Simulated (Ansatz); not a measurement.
## WS2 with Ta replacing W: gradients before and after relaxing the atoms

Start: a supercell of WS2 (space group P6_3/mmc) built from a COD entry (the entry's cell lengths or inner coordinates differ somewhat from later room-temperature determinations), with all atoms left at the host's positions.

Space group P-6m2 (No. 187); a = 9.5400, c = 12.5000 Å, γ = 120.00°.

| site | Wyckoff | site symmetry | x | y | z |
| --- | --- | --- | --- | --- | --- |
| Ta | 1a | -6m2 | 0.0000 | 0.0000 | 0.0000 |
| W2 | 6l | m.. | 0.0000 | 0.3333 | 0.0000 |
| W6 | 1c | -6m2 | 0.3333 | 0.6667 | 0.0000 |
| W8 | 1e | -6m2 | 0.6667 | 0.3333 | 0.0000 |
| W10 | 3k | mm2 | 0.1111 | 0.8889 | 0.5000 |
| W12 | 3k | mm2 | 0.1111 | 0.5556 | 0.5000 |
| W14 | 3k | mm2 | 0.4444 | 0.2222 | 0.5000 |
| S19 | 2g | 3m. | 0.0000 | 0.0000 | 0.3750 |
| S20 | 12o | 1 | 0.0000 | 0.3333 | 0.3750 |
| S24 | 2h | 3m. | 0.3333 | 0.6667 | 0.3750 |
| S26 | 2i | 3m. | 0.6667 | 0.3333 | 0.3750 |
| S28 | 6n | .m. | 0.1111 | 0.8889 | 0.8750 |
| S30 | 6n | .m. | 0.1111 | 0.5556 | 0.8750 |
| S32 | 6n | .m. | 0.4444 | 0.2222 | 0.8750 |

One atom of each set is listed.

All values are calculated (Ansatz; DFT, PBE, plane waves and PAW, scalar-relativistic, 420 eV cutoff, Γ-centred 3×3×2 k-points, Fermi–Dirac smearing 0.01 eV, cell charge +1), not measured.

The largest force at the start is 0.56 eV/Å. Relaxing the ions at fixed cell moves them by 0.035 Å at most (atom 29, S) and 0.013 Å rms.

| site | moved (Å) | first shell before | first shell after | V_zz before (10²¹ V/m²) | η before |
| --- | --- | --- | --- | --- | --- |
| Ta | 0.000 | 6 S at 2.41 Å | 6 S at 2.44 Å | -18.13 | 0.00 |
| W2 | 0.011 | 6 S at 2.41 Å | 6 S at 2.41 Å | -15.26 | 0.35 |
| W6 | 0.000 | 6 S at 2.41 Å | 6 S at 2.41 Å | -16.07 | 0.00 |
| W8 | 0.000 | 6 S at 2.41 Å | 6 S at 2.41 Å | -16.21 | 0.00 |
| W10 | 0.000 | 6 S at 2.41 Å | 6 S at 2.41 Å | -17.04 | 0.00 |
| W12 | 0.000 | 6 S at 2.41 Å | 6 S at 2.41 Å | -16.90 | 0.00 |
| W14 | 0.000 | 6 S at 2.41 Å | 6 S at 2.41 Å | -16.86 | 0.00 |
| S28 | 0.035 | 2 W at 2.41 Å, 1 Ta at 2.41 Å | 2 W at 2.41 Å, 1 Ta at 2.44 Å | -5.10 | 0.62 |
| S30 | 0.005 | 3 W at 2.41 Å | 3 W at 2.41 Å | -4.25 | 0.05 |
| S32 | 0.003 | 3 W at 2.41 Å | 3 W at 2.41 Å | -4.21 | 0.06 |

**Question.** What are V_zz and η after the relaxation?

**Answer.** 

| site | V_zz after | η after | change of V_zz |
| --- | --- | --- | --- |
| Ta | -15.14 | 0.00 | +2.99 |
| W2 | -15.50 | 0.36 | -0.24 |
| W6 | -15.54 | 0.00 | +0.53 |
| W8 | -16.36 | 0.00 | -0.15 |
| W10 | -16.86 | 0.00 | +0.18 |
| W12 | -16.68 | 0.00 | +0.22 |
| W14 | -16.63 | 0.00 | +0.23 |
| S28 | -4.62 | 0.66 | +0.48 |
| S30 | -4.13 | 0.07 | +0.12 |
| S32 | -4.28 | 0.01 | -0.07 |

The largest change of V_zz is on Ta, from -18.13 to -15.14. In per cent, |V_zz| changes by -17 on Ta, -3 to +2 on W, -9 to +2 on S (all sites that start above 2). The table leaves out 4 of the 14 sites, with |V_zz| up to 4.46; their tensors move by 0.10 at most along any direction. The statements above cover all sites.

The run isn't spin-polarised, and a state with spin may lie lower. The defect repeats with the cell of 54 atoms, so it feels its images: sites between two images don't show the values beside a lone defect, and zeros or small values of η there can come from the images' arrangement. S and W carry a gradient in the pure host already, so the values there aren't the defect's effect alone. A uniform background compensates the cell's charge. The defect cell has no gap above 0.1 eV on its mesh, so the values can hang on the smearing and the k-mesh. Without spin–orbit coupling the gradients at and beside Ta and W can be off by some per cent, at some sites by more. With these PAW files V_zz is typically within 2 to 3 % of all-electron values, but misses above 10 % occur on Ta.
Before: The neighbours have not yet relaxed around the defect (largest force 0.56 eV/Å), so a real crystal will differ.
After: The relaxation keeps the site symmetry -6m2 of the start, so the impurity can't leave its site; a distortion that would localise the partly filled state isn't explored.
